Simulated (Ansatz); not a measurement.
CuI (zinc blende), relaxed and computed with several functionals in Ansatz (plane waves, PAW).

```
functional  a (Å)  gap (eV)
----------  -----  --------
HSE06       6.094      2.60
LDA         5.862      1.22
r²SCAN      6.023      1.67
```

All cells were relaxed under the symmetry of their starts (and spin orders); stability against distortions was not tested throughout. Rows with no word on spin ran without spin polarisation. Spin–orbit coupling is left out wherever it is not named.

Potentials: the later of the program's two PAW sets.

Ansatz (a first-principles code) is a plane-wave DFT program.
